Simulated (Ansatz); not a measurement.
## HfIrAu single point

Input file of Ansatz 0.2.0:

```yaml
crystal:
  lattice:
    - [3.555597, 6.158474, 0.0]
    - [-3.555597, 6.158474, 0.0]
    - [0.0, 0.0, 3.880551]
  atoms:
    - { symbol: Ir, position: [0.754, 0.246, 0.5] }
    - { symbol: Ir, position: [0.246, 0.0, 0.5] }
    - { symbol: Ir, position: [0.0, 0.754, 0.5] }
    - { symbol: Au, position: [0.0, 0.0, 0.0] }
    - { symbol: Au, position: [0.3333, 0.3334, 0.5] }
    - { symbol: Au, position: [0.6667, 0.6666, 0.5] }
    - { symbol: Hf, position: [0.4125, 0.5875, 0.0] }
    - { symbol: Hf, position: [0.5875, 0.0, 0.0] }
    - { symbol: Hf, position: [0.0, 0.4125, 0.0] }
  symmetry: { tolerance: 0.0003 }
kpoints:
  mp_grid: { grid: [6, 6, 9], shift: [0, 0, 0] }
  band_path:
    path:
      - [0.0, 0.0, 0.0]
      - [0.49999999, 0.5, 0.0]
      - [0.33333333, 0.66666668, 0.0]
      - [0.0, 0.0, 0.0]
      - [0.0, 0.0, 0.5]
      - [0.49999999, 0.5, 0.5]
      - [0.33333333, 0.66666668, 0.5]
      - [0.0, 0.0, 0.5]
      - [0.49999999, 0.5, 0.5]
      - [0.49999999, 0.5, 0.0]
      - [0.33333333, 0.66666668, 0.5]
    npoints: 7
magnetization:
  spin_polarized: false
scf:
  occupations: { method: fermi_dirac }
  lower_state_search: "off"
  max_iter: 200
hamiltonian:
  pseudopotentials: { kind: paw }
  xc: r2scan
basis:
  ecutwfc: 500
  fft_grid_basis: typed
output:
  forces: true
  stress: true
  eigenvalues: true
  bader: true
  populations: true
  elf: true
  write_potential: true
  volumetric_format: npy
  dos:
    e_range: [-12, 8]
    de: 0.05
    projected: { site_lists: { Au: [Au], Hf: [Hf], Ir: [Ir] } }
  write_density: true
checkpoint:
  read: saved_state
```

Run as

```sh
ansatz run input.yaml --threads 1 --pin off --max-ram 2560MiB --backend cpu --events-out ev --progress --plain --runs-dir out
```

The saved state is an earlier solution for the same cell, perhaps on another mesh. 

Output (shortened):

```
Warning: the atoms were moved onto the symmetric positions of the space group found under crystal.symmetry.tolerance 3.0e-4 (fractional; no operation is sought that the atoms, as they stand in a round, miss by more than twice it, and no atom is moved by as much as it), and the run uses the moved positions.
Pseudopotentials: kind: paw
Pseudopotential: Ir, paw, valence charge 17, recommended cutoff 500 eV (meta_gga), Ir.paw.azcp
Pseudopotential: Au, paw, valence charge 19, recommended cutoff 500 eV (meta_gga), Au.paw.azcp
Pseudopotential: Hf, paw, valence charge 26, recommended cutoff 500 eV (meta_gga), Hf.paw.azcp
Functional definition: r2SCAN
  exchange = r2scan_x(k0 = k0, k1 = k1, a1 = a1)
  correlation = r2scan_c
Crystal: 9 atoms, lattice volume = 169.945 Å³
Basis set: ecut = 500 eV, 4281 PW (Γ), exchange–correlation on 216×216×120 points (64 copies of the dense FFT grid, shifted against one another)
Bands: 112, of which v1, the nominal top of the filled ones, is band 93 counted from 1 (92 counted from 0)
Symmetry: 12 space group operations
Space group: P-62m (ITA 189), of the structure as read, at distance tolerance 1.7e-3 Å
k-points: 35 of 324 (time reversal used)
Initial density: read from a saved state, or passed on in memory by an earlier SCF of this step, an earlier step, the calling program or the single point that the run made first
Functional: x = r2scan, c = r2scan; τ floored in thin density (d = 2e-4 eV/Å³)
SCF iter   1: F=-122538.8075 eV  Δρ=2.17e-3  dr2=4.83e-3  dr2_τ=3.80e-3
SCF iter   2: F=-122538.8092 eV  Δρ=1.17e-3  dr2=1.75e-3  dr2_τ=2.92e-4
SCF iter   3: F=-122538.8094 eV  Δρ=4.02e-4  dr2=6.68e-4  dr2_τ=1.00e-4
SCF iter   4: F=-122538.8098 eV  Δρ=1.72e-4  dr2=8.06e-5  dr2_τ=4.49e-6
SCF iter   5: F=-122538.8097 eV  Δρ=5.68e-5  dr2=6.65e-6  dr2_τ=1.14e-6
SCF iter   6: F=-122538.8097 eV  Δρ=3.99e-5  dr2=3.39e-6  dr2_τ=4.13e-7
SCF iter   7: F=-122538.8097 eV  Δρ=1.76e-5  dr2=5.25e-7  dr2_τ=4.27e-8
SCF iter   8: F=-122538.8097 eV  Δρ=5.70e-6  dr2=5.52e-8  dr2_τ=5.94e-9
Free energy (F): -122538.8097 eV
Harris-Foulkes:  -122538.8097 eV  (|F-HF|=6.77e-8)
Internal energy: -122538.6083 eV  (E = F + TS)
E sigma→0 (E₀):  -122538.7090 eV
Entropy (-TS):   -0.2014 eV (-22.374 meV/atom)
Fermi energy:    20.1498 eV
--- Per-component energies (eV) ---
  E_band       = -1241.9656
  E_kinetic    = 4930.4200
  E_local      = -24665.7235  (includes V_loc(G=0)·N_el)
  E_nonlocal   = -3310.2836
  E_hartree    = 10992.6635
  E_xc         = -2265.6984
  E_vxc        = -2796.5803  (∫ρ·V_xc dr)
  E_paw        = -77784.4559  (= ΣΔE_a)
  E_vpaw       = 2444.7774  (= ΣTr[D̂ρ^β])
  E_aug_tail   = 0.0020  (compensation charges beyond the density's cutoff)
  E_vtau       = 170.0991  (kinetic-family band-sum trace: ∫τ·v_τ [+ j·A + Jᵃ·Aᵃ] dr)
  E_ewald      = -30435.0173
  E_core_change = -0.5151  (= ΣΔE_core)
  E_smearing   = -0.2014  (= −TS)
--- Forces (eV/Å), atoms counted from 1 ---
  atom   1  Ir    -0.3091     0.0000     0.0000
  atom   2  Ir     0.1545     0.2677     0.0000
  atom   3  Ir     0.1545    -0.2677     0.0000
  atom   4  Au     0.0000     0.0000     0.0000
  atom   5  Au     0.0000     0.0000     0.0000
  atom   6  Au     0.0000     0.0000     0.0000
  atom   7  Hf    -0.5884     0.0000     0.0000
  atom   8  Hf     0.2942     0.5096     0.0000
  atom   9  Hf     0.2942    -0.5096     0.0000
--- Stress (GPa, compression-positive) ---
      -10.2246       0.0000       0.0000
        0.0000     -10.2246       0.0000
        0.0000       0.0000      -8.0358
  P = ⅓ Tr σ = -9.4950 GPa (-94.950 kbar)
--- Löwdin populations: 9 sites ---
  site symbol       q [e]
     0     Ir     17.0777
     1     Ir     17.0777
     2     Ir     17.0777
     3     Au     18.5600
     4     Au     18.5631
     5     Au     18.5631
     6     Hf     25.8007
     7     Hf     25.8007
     8     Hf     25.8007
  spilling = 0.0090 (of n_electrons = 186.0000)
--- Bader charges: 9 sites ---
  site symbol  charge [e]  shift [e]
     0     Ir     -0.8003     0.0001
     1     Ir     -0.8004     0.0001
     2     Ir     -0.8004     0.0001
     3     Au     -0.6149     0.0002
     4     Au     -1.3936     0.0002
     5     Au     -1.3935     0.0002
     6     Hf      1.9344     0.0002
     7     Hf      1.9344     0.0002
     8     Hf      1.9344     0.0002
```

Origin: a known structure type with other elements, at an estimated volume, so it need not be a known compound.

Cost: 3.2 min on 1 thread of Intel(R) Xeon(R) 6975P-C (Granite Rapids) (shared host), peak memory 1.6 GiB (start from a saved density).
